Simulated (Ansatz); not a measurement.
The start is a relaxed SnO2 cell shaken by Gaussian noise of σ = 0.08 Å a coordinate. The cell and all atomic positions are relaxed at zero pressure with r2SCAN (plane waves to 500 eV, PAW, scalar-relativistic; Ansatz, a first-principles code). First-step values are on the input's coarse k-mesh.

Ansatz input (later rounds restart from its end on a renewed k-mesh):
Ansatz 0.2 input:
```yaml
crystal:
  lattice:
    - [4.7314467598, 0, 0]
    - [0, 5.741790241, 0]
    - [0, 0, 5.236444515]
  atoms:
    - { symbol: Sn, position: [-0.0101301589, 0.6799760951, 0.2439278635] }
    - { symbol: Sn, position: [0.5256434662, 0.8383382356, 0.7360819496] }
    - { symbol: Sn, position: [0.5046532678, 0.1553924516, 0.2159077139] }
    - { symbol: Sn, position: [0.0076951983, 0.3386595347, 0.7266731331] }
    - { symbol: O, position: [0.7660765449, 0.3848081485, 0.0740197102] }
    - { symbol: O, position: [0.7208458226, 0.1123798224, 0.5721467937] }
    - { symbol: O, position: [0.7347548693, 0.8926383212, 0.1307667076] }
    - { symbol: O, position: [0.7714288947, 0.5920680056, 0.5594390284] }
    - { symbol: O, position: [0.2455582785, 0.57494937, 0.9229409349] }
    - { symbol: O, position: [0.2801198215, 0.8902460164, 0.4460139733] }
    - { symbol: O, position: [0.3065183335, 0.0877284547, 0.9439154961] }
    - { symbol: O, position: [0.2121199816, 0.3953493083, 0.422632659] }
basis: { ecutwfc: 500, ecutrho_ratio: 4, xc_grid: 4, fft_grid_basis: typed }
kpoints: { mp_grid: { grid: [4, 4, 4] } }
hamiltonian:
  xc: r2scan
  dispersion: none
  pseudopotentials: { azcp: { folder: ./paw }, kind: paw }
scf: { occupations: { method: fermi_dirac, width: 0.05 } }
relax: { f_tol: 0.01, max_steps: 100, cell: { stress_tol: 0.02 } }
output: { forces: true, stress: true }
```

```yaml
initial_pressure: "+11.5 GPa (positive: the cell is compressed)"
relative_to_the_parent: It returns to the parent structure, Pbcn (No. 60)
Shortest distances (start → end): "The closest pairs of elements (up to four, under 3.6 Å), start → end: O–Sn 1.75 → 2.03 Å; O–O 2.48 → 2.63 Å; Sn–Sn 3.10 → 3.23 Å"
band_gap_at_the_end: 2.10 eV, direct within 0.03 eV (at Γ) (no spin-orbit coupling)
optimiser_moves: 5
```

It ends as:

Space group Pbcn (No. 60); a = 4.731 Å, b = 5.742 Å, c = 5.237 Å, α = β = γ = 90.00°

```
atom  site  symmetry       x       y       z
----  ----  --------  ------  ------  ------
Sn      4c       .2.  0.0000  0.1652  0.7500
O       8d         1  0.2297  0.1077  0.4211
```

Final values are on a 6×5×5 k-mesh of the relaxed cell. No spin polarisation in the result.

The first start was generated by placing the elements on the sites of a structure type. Materials Project lists a structure of SnO2 in the same space group, Pbcn (No. 60); the sites were not compared with it, nor with measured phases. Known forms of SnO2 include space group No. 136.
